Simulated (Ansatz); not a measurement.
Here is the system:

ZnO (wurtzite)

```xyz
8
Lattice="6.5592 0.0000 0.0000 -1.6398 2.8402 0.0000 0.0000 0.0000 5.2933" Properties=species:S:1:pos:R:3 pbc="T T T"
Zn     1.6398     0.9467     0.0114
Zn     4.9194     0.9467     0.0114
Zn     0.0000     1.8935     2.6580
Zn     3.2796     1.8935     2.6580
O      1.6398     0.9467     3.2980
O      4.9194     0.9467     3.2980
O      0.0000     1.8935     0.6513
O      3.2796     1.8935     0.6513
```

A phonon eigenvector at M = (0.5, 0.0, 0.0) is frozen into this cell: atom i moves by Q times the vector below, so Q is the largest atomic displacement, in Å. The cell is held. (q is in reciprocal vectors of the primitive cell; the cell shown is doubled to hold the pattern.)

```
atom       x       y       z
----  ------  ------  ------
Zn1    0.069   0.040  -0.143
Zn2   -0.069  -0.040   0.143
Zn3   -0.069  -0.040  -0.143
Zn4    0.069   0.040   0.143
O5     0.095   0.055   0.994
O6    -0.095  -0.055  -0.994
O7    -0.095  -0.055   0.994
O8     0.095   0.055  -0.994
```

Calculation: PBE (plane waves to 420 eV, PAW, scalar-relativistic; Ansatz, a first-principles code). k mesh 6×12×6 (Γ-centred), Fermi-Dirac smearing 0.05 eV. The energy includes the smearing's −TS. ZnO was relaxed with its symmetry unable to fall. The zero of ΔE is the undisplaced structure.

The scan covers Q from -0.280 to 0.280 Å in 13 points.

Question: Which space group does the distorted structure have?

Answer: Pmn2_1 (No. 31), lowered from P6_3mc.

Question: Is this a single well or a double well?

Answer: A single well with its minimum at or next to zero displacement.

Question: What is the energy change at Q = 0.280 Å?

Answer: 1963 meV/cell.

Question: What harmonic wavenumber does the curvature at Q = 0 give?

Answer: 403 cm⁻¹.

(A displaced cell: forces are minus the slopes of the energy, force constants its curvatures, and phonons follow from these.)
